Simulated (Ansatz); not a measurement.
Ag₂O in space group Pn-3m (No. 224; Ag on 4c, O on 2a), the program Ansatz at the LDA level (PAW). The conduction-band minimum lies at Γ, with 1 equivalent valley. Second derivatives d²E/dk² of the lowest band at one valley (eV·Å²), along Cartesian directions:…

```csv
direction,d²E/dk²
[100],12.85
[010],12.85
[001],12.85
[110],12.85
[101],12.85
[011],12.85
```

**Question.** Find the principal effective masses, the density-of-states mass and the conductivity mass.

**Answer.** Off-diagonal terms follow from H_xy = H[110] − (H_xx + H_yy)/2, and m*/mₑ = 7.620 eV·Å² over each eigenvalue: 0.59, 0.59, 0.59. One valley's DOS mass (m₁m₂m₃)^(1/3) = 0.59, conductivity mass 3/(Σ 1/mᵢ) = 0.59 mₑ.

**Question.** What effective density of states Nc follows at 300 K for parabolic valleys?

**Answer.** Nc = 2.509e19 × 1 × (0.59)^(3/2) ≈ 1.1e19 cm⁻³.

The LDA relaxation kept the symmetry of its start. At this level the phase is mechanically unstable. The run is not spin-polarised. Scalar-relativistic: spin–orbit coupling is off unless named, which matters more the heavier the elements.

Potentials: the later of the program's two PAW sets.

Edges and masses are those of Kohn–Sham bands, whose gap is no quasiparticle gap.
